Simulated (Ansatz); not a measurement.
Level of theory: DFT PBE, scalar-relativistic, plane waves, PAW in Ansatz. All cells share a 420 eV cutoff and Γ-centred k meshes spaced at most about 0.3 Å⁻¹ (about 0.25 or finer for metals, 2π included). No spin polarisation in the final relaxations.

All energies are static (0 K, no zero-point motion).

Two relaxed structures of Ga5N:

A.

```cif
data_structure
_symmetry_space_group_name_H-M 'P-6m2'
_symmetry_Int_Tables_number 187
_cell_length_a 3.0496
_cell_length_b 3.0496
_cell_length_c 12.2617
_cell_angle_alpha 90.000
_cell_angle_beta 90.000
_cell_angle_gamma 120.000
_cell_volume 98.76
loop_
_atom_site_label
_atom_site_type_symbol
_atom_site_symmetry_multiplicity
_atom_site_Wyckoff_symbol
_atom_site_fract_x
_atom_site_fract_y
_atom_site_fract_z
_atom_site_occupancy
Ga1 Ga 2 g 0.00000 0.00000 0.89370 1
Ga2 Ga 2 i 0.66667 0.33333 0.69964 1
Ga3 Ga 1 b 0.00000 0.00000 0.50000 1
N1 N 1 e 0.66667 0.33333 0.00000 1
```

B.

```cif
data_structure
_symmetry_space_group_name_H-M 'F-43m'
_symmetry_Int_Tables_number 216
_cell_length_a 8.2754
_cell_length_b 8.2754
_cell_length_c 8.2754
_cell_angle_alpha 90.000
_cell_angle_beta 90.000
_cell_angle_gamma 90.000
_cell_volume 566.71
loop_
_atom_site_label
_atom_site_type_symbol
_atom_site_symmetry_multiplicity
_atom_site_Wyckoff_symbol
_atom_site_fract_x
_atom_site_fract_y
_atom_site_fract_z
_atom_site_occupancy
Ga1 Ga 16 e 0.86299 0.36299 0.13701 1
Ga2 Ga 4 a 0.00000 0.00000 0.00000 1
N1 N 4 b 0.50000 0.00000 0.00000 1
```

Task: Which would you expect to be lower, and how large is the difference?

Result: A is lower, by 180 meV/atom. A has space group P-6m2 (No. 187), 16.5 Å³/atom and no gap on its mesh; B has space group F-43m (No. 216), 23.6 Å³/atom and no gap. Counting Ga atoms around N (those within 1.25 times the shortest such distance or 1.15 times the sum of covalent radii, 1.27 where that leaves under three), A has N 6 and B has N 4. The denser one is the lower, and pressure would at first widen the difference. Even the lower one lies +0.17 eV/atom against the reference forms of the elements (uncorrected), so neither is stable at this level. Both come from invented guesses.

A magnetic state wasn't ruled out in cells without spin, among them P-6m2. Cells relaxed within their symmetry can be saddle points.
